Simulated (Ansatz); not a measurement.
ZrN:
Space group Fm-3m (No. 225); a = b = c = 4.595 Å, α = β = γ = 90.00°

| atom | site | symmetry | x | y | z |
|---|---|---|---|---|---|
| Zr | 4b | m-3m | 0.5000 | 0.5000 | 0.5000 |
| N | 4a | m-3m | 0.0000 | 0.0000 | 0.0000 |
(The calculation used a cell of 2 atoms; values per cell refer to that cell.)

Relaxed with PBE.

Question: Which orbitals make up the states near the Fermi level in plane-wave PAW PBE (Ansatz code)?

Answer: Within 0.5 eV of the Fermi level: Zr 4d 78 %, N 2p 18 %. Projections are on Löwdin-orthogonalised atomic valence shells; empty p or d shells of many metals are not among them.

Question: Tabulate the density of states.

Answer: States/eV per cell of 2 atoms, in 0.25 eV bins, energy from the Fermi level.

```tsv
E (eV)	total	Zr 4d	N 2p	Zr 5s
-7.85	0.00	0.00	0.00	0.00
-7.60	0.06	0.02	0.03	0.01
-7.35	0.23	0.08	0.11	0.02
-7.10	0.39	0.13	0.20	0.04
-6.85	0.62	0.20	0.33	0.06
-6.60	1.03	0.31	0.56	0.10
-6.35	1.10	0.31	0.63	0.11
-6.10	1.22	0.32	0.73	0.12
-5.85	0.96	0.24	0.59	0.08
-5.60	1.33	0.41	0.82	0.06
-5.35	2.50	0.83	1.57	0.04
-5.10	2.81	0.86	1.82	0.02
-4.85	4.00	1.13	2.65	0.01
-4.60	2.54	0.76	1.67	0.01
-4.35	1.60	0.51	1.04	0.00
-4.10	1.23	0.37	0.82	0.00
-3.85	0.97	0.26	0.68	0.00
-3.60	0.78	0.17	0.58	0.00
-3.35	0.43	0.06	0.35	0.00
-3.10	0.15	0.02	0.13	0.00
-2.85	0.12	0.04	0.08	0.00
-2.60	0.11	0.06	0.04	0.00
-2.35	0.15	0.10	0.05	0.00
-2.10	0.20	0.13	0.06	0.00
-1.85	0.24	0.17	0.07	0.00
-1.60	0.29	0.21	0.08	0.00
-1.35	0.34	0.25	0.08	0.00
-1.10	0.39	0.29	0.09	0.00
-0.85	0.45	0.34	0.10	0.00
-0.60	0.51	0.39	0.10	0.00
-0.35	0.60	0.47	0.11	0.00
-0.10	0.66	0.51	0.12	0.01
0.15	0.70	0.55	0.13	0.01
0.40	0.74	0.58	0.13	0.01
0.65	0.80	0.62	0.14	0.01
0.90	0.85	0.67	0.14	0.01
1.15	0.82	0.65	0.12	0.01
1.40	0.91	0.73	0.14	0.01
1.65	0.97	0.79	0.14	0.01
1.90	1.03	0.85	0.13	0.01
2.15	1.24	1.02	0.16	0.01
2.40	1.41	1.16	0.19	0.02
2.65	1.69	1.39	0.22	0.02
2.90	2.33	1.91	0.31	0.03
3.15	2.41	1.99	0.29	0.04
3.40	1.94	1.61	0.20	0.04
3.65	1.79	1.48	0.18	0.05
3.90	1.73	1.39	0.17	0.06
4.15	1.95	1.57	0.17	0.07
4.40	1.81	1.39	0.15	0.08
4.65	1.32	0.80	0.15	0.10
```

The cell was relaxed with PBE under the symmetry of its start. No spin polarisation was allowed. With an odd number of electrons in the cell and no spin polarisation, the count alone makes it a metal. Scalar-relativistic: spin–orbit coupling is off unless named, which matters more the heavier the elements.

Potentials: the later of the program's two PAW sets.
